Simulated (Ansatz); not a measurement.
W (Fm-3m), random displacements

These are results of Ansatz 0.2.0, DFT r2SCAN, scalar-relativistic, plane waves, PAW, not measurements. Settings: plane waves to 500 eV, k-mesh 10×10×10 (Γ-centred), Gaussian smearing 0.15 eV. Spin–orbit coupling is left out, which can shift energies with elements as heavy as these. No spin polarisation. Energies are free energies at this smearing, counted from the undisturbed cell; pressure is positive in compression.

Reference structure (as given, not relaxed at this level; this fcc form isn't the usual structure):

```
CELL_PARAMETERS angstrom
4.06000 -4.06000 0.00000
4.06000 0.00000 4.06000
0.00000 -4.06000 4.06000
ATOMIC_POSITIONS crystal
W 0.50000 0.00000 0.00000
W 0.50000 0.00000 0.50000
W 0.50000 0.50000 0.00000
W 0.50000 0.50000 0.50000
W 0.00000 0.00000 0.00000
W 0.00000 0.00000 0.50000
W 0.00000 0.50000 0.00000
W 0.00000 0.50000 0.50000
```

The atoms are displaced (Å, in the unstrained cell):

```csv
atom,ux,uy,uz
W1,0.138,0.284,0.075
W2,-0.023,0.089,-0.415
W3,0.096,-0.176,-0.091
W4,-0.742,0.268,0.740
W5,0.678,0.654,-0.228
W6,0.086,-0.474,0.181
W7,-0.032,-0.241,0.126
W8,-0.201,-0.403,-0.387
```

Strain (Voigt, engineering shear): (0.0467, 0.0644, 0.0068, -0.0362, -0.0613, 0.0055).

Task: What are the energy change, the stress and the forces?

Result: ΔE = 4108.1 meV/atom; stress (xx, yy, zz, yz, xz, xy; compression positive) (90.63, 71.96, 54.07, -19.91, 2.07, 59.41) GPa.
| atom | Fx (eV/Å) | Fy | Fz |
| --- | --- | --- | --- |
| W1 | -0.44 | -3.76 | -0.91 |
| W2 | 1.90 | -1.36 | -2.18 |
| W3 | -0.95 | 1.65 | 2.13 |
| W4 | 7.10 | -6.65 | -11.08 |
| W5 | -53.10 | -59.70 | 25.01 |
| W6 | -7.91 | 16.69 | -13.93 |
| W7 | -6.16 | -0.81 | 7.89 |
| W8 | 59.56 | 53.95 | -6.93 |

Cost: 1 run of about 15 core-minutes, on Intel Xeon Platinum 8259CL (Skylake/Cascade Lake) (shared hosts).